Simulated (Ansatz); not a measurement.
The start is a generated cell, TaSi2 built in the MoSi2 structure type. The cell and all atomic positions are relaxed at zero pressure with PBEsol (plane waves to 420 eV, PAW, scalar-relativistic; Ansatz, a program for electronic structure). The first steps use a coarse 10×10×10 k-mesh.

The start:
```
CELL_PARAMETERS angstrom
     -1.63324     1.63324     3.99742
      1.63324    -1.63324     3.99742
      1.63324     1.63324    -3.99742
ATOMIC_POSITIONS crystal
  Ta 0.00000 0.00000 0.00000
  Si 0.33530 0.33530 0.00000
  Si 0.66470 0.66470 0.00000
```

Q: How large is the pressure on the unrelaxed cell, and of which sign?

A: +4 GPa (positive: the cell is compressed).

Q: By how much does the energy per atom fall from start to end?

A: 0.01 eV/atom.

Q: How do the shortest distances between atoms change?

A: The closest pairs of elements (up to four, under 3.6 Å), start → end: Si–Si 2.63 → 2.66 Å; Si–Ta 2.66 → 2.68 Å; Ta–Ta 3.27 → 3.25 Å.

Q: Is the relaxed structure metallic? Give its gap.

A: No gap (metallic).

Q: What does it relax into? Give the structure.

A: 
```cif
data_Si4Ta2
_chemical_formula_sum 'Ta2 Si4'
_space_group_name_H-M_alt 'I4/mmm'
_space_group_IT_number 139
_space_group_name_Hall '-I 4 2'
_cell_length_a 3.25412
_cell_length_b 3.25412
_cell_length_c 8.15623
_cell_angle_alpha 90.000
_cell_angle_beta 90.000
_cell_angle_gamma 90.000
loop_
_atom_site_label
_atom_site_type_symbol
_atom_site_symmetry_multiplicity
_atom_site_Wyckoff_symbol
_atom_site_fract_x
_atom_site_fract_y
_atom_site_fract_z
_atom_site_occupancy
Ta1 Ta 2 a 0.00000 0.00000 0.00000 1
Si1 Si 4 e 0.00000 0.00000 0.33163 1
```
(The calculation used a cell of 3 atoms; values per cell refer to that cell.)

The space group stays I4/mmm (No. 139) (the run could not lower it); the end is AFLOW prototype AB2_tI6_139_a_e (C11_b, as in Si2Mo), with 3 atoms in the primitive cell. Final values are on a 20×20×20 k-mesh of the relaxed cell. No spin polarisation in the result. The relaxed primitive cell holds an odd number of electrons. A magnetic state may lie lower.

The run could not lose the symmetry of its start, so the end can be a saddle point.

The relaxed structure here is a generated cell of TaSi2: the first start was made by placing the elements on the sites of a structure type, and the end was not matched to a known phase here, so it may be hypothetical. Known forms of TaSi2 include space group No. 181.
